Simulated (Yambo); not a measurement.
Given:

```
CELL_PARAMETERS angstrom
      4.52473     0.00000     0.00000
     -2.26237     3.91853     0.00000
      0.00000     0.00000     7.39223
ATOMIC_POSITIONS crystal
  Ag 0.33333 0.66667 0.00245
  Ag 0.66667 0.33333 0.50245
  I  0.33333 0.66667 0.37745
  I  0.66667 0.33333 0.87745
```

Workflow: PBEsol (Quantum ESPRESSO, PseudoDojo norm-conserving, 82 Ry, no spin-orbit coupling), then G0W0 in Yambo (3×3×2 Γ-centred k mesh, bands 9 to 204 and a 7 Ry block in the screening, 204 bands in G with the Bruneval-Gonze terminator, plasmon pole fitted at 27.2 eV).

Task: Give the PBEsol and G0W0 gaps between the band edges found on this mesh, and say where the edges lie.

Result: Edges: Γ → Γ. PBEsol: 1.23 eV; G0W0: 2.36 eV. Convergence of the G0W0 settings was not tested. The k mesh is coarse. Spin-orbit coupling is left out, which matters for elements this heavy: edges can move by tenths of an eV.

Geometry strained from the cell relaxed with PBEsol, atoms relaxed again.
